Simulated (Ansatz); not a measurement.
BiB (NiAs type, P6_3/mmc) under volume change, DFT-PBE in the program Ansatz with PAW potentials, shape and atoms relaxed at each volume.

```tsv
V (Å³/atom)	E − E(relaxed) (meV/atom)	P (GPa)
17.183	38.5	8.29
17.750	15.2	4.94
18.316	3.0	2.07
18.883	0.0	0.00
19.449	3.8	-2.09
20.016	14.4	-3.88
20.582	30.8	-5.38
```

Question: What does a third-order Birch–Murnaghan fit give for V₀, B₀ and B′?

Answer: V₀ = 18.85 Å³/atom, B₀ = 73.1 GPa, B′ = 4.3.

A made-up cell: these elements were put on the sites of a structure type; neither database checked (COD, Materials Project) lists it. Its standing as an ambient phase is unchecked. The PBE relaxation kept the symmetry of its start; its stability against distortions is not shown here. Spin–orbit coupling is left out wherever it is not named.

Potentials: the later of the program's two PAW sets.
